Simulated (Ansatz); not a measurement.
This run works on a generated trial structure, not on a known crystal.

Input and command of a plane-wave DFT calculation in Ansatz:

```yaml
crystal:
  lattice:
    - [6.72538376, 0.0, 0.0]
    - [-3.36269188, 5.82435319, 0.0]
    - [0.0, 0.0, 7.82816553]
  atoms:
    - { symbol: Cs, position: [0.5, 0.0, 0.5] }
    - { symbol: Cs, position: [0.0, 0.5, 0.5] }
    - { symbol: Cs, position: [0.5, 0.5, 0.5] }
    - { symbol: Rb, position: [0.33333333, 0.66666667, 0.970058] }
    - { symbol: Rb, position: [0.66666667, 0.33333333, 0.029942] }
    - { symbol: Ag, position: [0.0, 0.0, 0.0] }
    - { symbol: "N", position: [0.33333333, 0.66666667, 0.66618374] }
    - { symbol: "N", position: [0.66666667, 0.33333333, 0.33381626] }
basis:
  ecutwfc: 420
kpoints:
  mp_grid: { grid: [2, 2, 2] }
hamiltonian:
  xc: pbe
scf:
  occupations: { method: gaussian, width: 0.15 }
  lower_state_search: "off"
output:
  forces: true
  stress: true
  eigenvalues: true
relax:
  adjacent_minimum: "off"
  f_tol: 0.08
  max_steps: 16
  cell: { stress_tol: 0.8 }
```

```bash
ansatz run input.yaml --threads 1 --pin off --max-ram 2560MiB --backend cpu --events-out ev --progress --plain --runs-dir out
```

Processor: AMD EPYC (Zen 3), 1 thread, on a host shared with other jobs.

**Question.** Estimate time, memory and problem size.

**Answer.** About 2.3 min, peak memory 0.72 GiB. It solves 45 bands at 4 k points (after reduction by symmetry) with about 10569 plane waves (on the last cell), in 98 SCF iterations over 11 ionic steps.
